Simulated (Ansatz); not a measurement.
Values for one crystal, relaxed and computed with plane-wave PAW PBE (Ansatz code); other levels are named.

| Item | Result |
|---|---|
| Volume per atom | 13.61 Å³ |
| Electronic character | metallic (no gap) |
| Formation energy from the elements (no fitted shifts) | -0.81 eV/atom |
| Pressure derivative B′ | 4.3 |
| Density of states at the Fermi level | 0.21 states/eV per atom (mean over ±0.08 eV) |
| Bulk modulus (Birch–Murnaghan fit) | 171 GPa |

**Question.** Which of these materials gives this?
A) Hf2GeB2, P-6m2 (Hf on 2h, Ge on 1a, B on 1b, B on 1f)
B) ReC, P-6m2 (Re on 1a, C on 1f)
C) BP, NiAs type
D) IrC, P-6m2 (Ir on 1a, C on 1d)

**Answer.** A, Hf2GeB2, P-6m2 (Hf on 2h, Ge on 1a, B on 1b, B on 1f)

The start of the workflow was typed in or built on a structure type; neither database checked (COD, Materials Project) lists it. Its standing as an ambient phase is unchecked. Symmetry was held in the PBE relaxation; whether a distortion lowers the energy is not shown. No spin polarisation was allowed. The references are the lowest solids computed at this level, not always the standard phases. Scalar-relativistic: spin–orbit coupling is off unless named, which matters more the heavier the elements.

Potentials: the earlier of the program's two PAW sets.
